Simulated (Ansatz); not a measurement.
A generated cell, in the space group of a known form (sites not compared), of V3Pt: Pm-3n (No. 223), cP8, A15 (Cr3Si type); a = b = c = 4.7544 Å, α = β = γ = 90.00°; V 6c (0.000, 0.500, 0.250); Pt 2a (0.000, 0.000, 0.000). All values below come from PBEsol (plane waves to 420 eV, PAW, scalar-relativistic; Ansatz, an electronic-structure program). Element references, the lowest calculated here: Pt (Fm-3m), V (Im-3m).

Problem. Predict the formation energy of this Pm-3n form of V3Pt from the elements from PBEsol.

Solution. -0.45 eV/atom.

A lower structure of this composition may exist.

Static energies, no anion corrections, no zero-point energy. Values are rounded to 0.01 eV/atom. Not shown to be the ambient phase of their composition (a lower form may be missing, and a cell relaxed within its start's symmetry can be a saddle point): V3Pt (Pm-3n). Spin-orbit coupling is missing from these energies, which matters for elements this heavy. The compounds carry no spin polarisation.
